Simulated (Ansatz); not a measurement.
Rb$_{2}$LiYBr$_{6}$ in space group Fm-3m (No. 225; Rb on 8c, Li on 4b, Y on 4a, Br on 24e), plane-wave PAW LDA (Ansatz code), all energies at zero smearing, with the estimated change up to a 700 eV cutoff added, with one set of potentials and settings (totals compare only within such a set). Cell of 10 atoms (2 Rb, 1 Li, 1 Y, 6 Br): -26469.846 eV.

```csv
element,reference phase,E (eV/atom)
Rb,"Im-3m, 1 atoms in the cell",-3170.7586
Li,"P6_3/mmc, 2 atoms in the cell",-201.6436
Y,"P6_3/mmc, 2 atoms in the cell",-3745.5584
Br,"Cmce, 4 atoms in the cell",-2693.8442
```

Formation energy per atom, worked out: (-26469.846 − 2×(-3170.7586) − 1×(-201.6436) − 1×(-3745.5584) − 6×(-2693.8442))/10 = -1.806 eV/atom (-174 kJ per mol of atoms), at 0 K, without zero-point energy or fitted corrections.

The workflow started from a Materials Project entry (that database holds measured and hypothetical structures alike); the Crystallography Open Database copy checked does not list it. Whether it is the stable phase at ambient conditions was not checked. The LDA relaxation kept the symmetry of its start; phonons on a q-mesh show weakly imaginary modes. The run is not spin-polarised. The references are the lowest solids computed at this level, not always the standard phases.

Potentials: the later of the program's two PAW sets.
